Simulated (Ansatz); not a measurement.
HfN:
```
HfN
1.0
    0.00000     2.26292     2.26292
    2.26292     0.00000     2.26292
    2.26292     2.26292     0.00000
Hf N
1 1
Cartesian
  0.00000   0.00000   0.00000
  2.26292   2.26292   2.26292
```

Relaxed with r²SCAN. Special points in fractions of this cell's reciprocal vectors: Γ (0.000, 0.000, 0.000); X (0.500, 0.000, 0.500); U (0.625, 0.250, 0.625); K (0.375, 0.375, 0.750); L (0.500, 0.500, 0.500); W (0.500, 0.250, 0.750).

List the band energies nearest the Fermi level at these points for plane-wave PAW r²SCAN with spin–orbit coupling (Ansatz code).

In eV from the Fermi level; about four levels below and three above (degenerate sets whole), none deeper than 8.9 eV; … stands for higher levels left out; points with the same levels are listed once.

```
k                                below                above
-  -----------------------------------  -------------------
Γ  -0.40 -0.40 -0.40 -0.40 -0.08 -0.08          2.04 2.04 …
X              -3.82 -3.82 -3.82 -3.82  4.18 4.18 5.22 5.22
U              -5.25 -5.25 -0.80 -0.80  3.96 3.96 4.54 4.54
L              -6.60 -6.60 -6.54 -6.54  3.34 3.34 3.71 3.71
W              -6.15 -6.15 -5.58 -5.58  1.14 1.14 1.28 1.28
```

Space group Fm-3m (rock salt). Symmetry was held in the r²SCAN relaxation; of distortions, only those at the zone centre were tested. No spin polarisation was allowed. With an odd number of electrons in the cell and no spin polarisation, the count alone makes it a metal.

Potentials: the earlier of the program's two PAW sets.
